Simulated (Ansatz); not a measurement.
Level of theory: DFT PBE, scalar-relativistic, plane waves, PAW in Ansatz. All cells share a 420 eV cutoff and Γ-centred k meshes spaced at most about 0.3 Å⁻¹ (about 0.25 or finer for metals, 2π included). No spin polarisation in the final relaxations.

Temperature and zero-point effects are left out.

Compare these two cells of YB3, each relaxed at this level.

1.

```yaml
crystal:
  lattice:
    - [8.23668, 0.00000, 0.00000]
    - [0.00000, 3.11465, 0.00000]
    - [0.00000, 0.00000, 3.50653]
  atoms:
    - { symbol: Y, position: [0.25000, 0.00000, 0.96410] }
    - { symbol: Y, position: [0.75000, 0.00000, 0.03590] }
    - { symbol: B, position: [0.51236, 0.50000, 0.75693] }
    - { symbol: B, position: [0.01236, 0.50000, 0.24307] }
    - { symbol: B, position: [0.00000, 0.00000, 0.50000] }
    - { symbol: B, position: [0.50000, 0.00000, 0.50000] }
    - { symbol: B, position: [0.98764, 0.50000, 0.75693] }
    - { symbol: B, position: [0.48764, 0.50000, 0.24307] }
```

2.

```yaml
crystal:
  lattice:
    - [3.59201, 0.00000, 0.00000]
    - [0.00000, 3.59201, 0.00000]
    - [0.00000, 0.00000, 3.59201]
  atoms:
    - { symbol: Y, position: [0.00000, 0.00000, 0.00000] }
    - { symbol: B, position: [0.00000, 0.50000, 0.50000] }
    - { symbol: B, position: [0.50000, 0.00000, 0.50000] }
    - { symbol: B, position: [0.50000, 0.50000, 0.00000] }
```

Task: Which form is favoured at zero pressure, and by what margin per atom?

Result: Cell 1 is lower, by 1.18 eV/atom. Cell 1 has space group Pmma (No. 51), 11.2 Å³/atom and no gap on its mesh; cell 2 has the Cu3Au (L1_2) type, space group Pm-3m (No. 221), 11.6 Å³/atom and no gap. Cell 1 holds B–B nets (shortest 1.72 Å); in cell 2 the shortest B–B distance is 2.54 Å. In cell 1, Y has 12 B at 2.62–2.79 Å and 2 Y at 3.11 Å; B on a site of symmetry m is surrounded by 4 B at 1.72–1.81 Å and 4 Y at 2.69–2.76 Å; around B on a site of symmetry 2/m lie 4 B at 1.80 Å, 2 Y at 2.62 Å and 2 Y at 2.79 Å. In cell 2, Y is surrounded by 12 B at 2.54 Å; around B lie 4 Y at 2.54 Å and 8 B at 2.54 Å. Both come from invented guesses.

Cells relaxed within their symmetry can be saddle points. The Pmma cell of YB3 came from shaking the Pm-3m one.
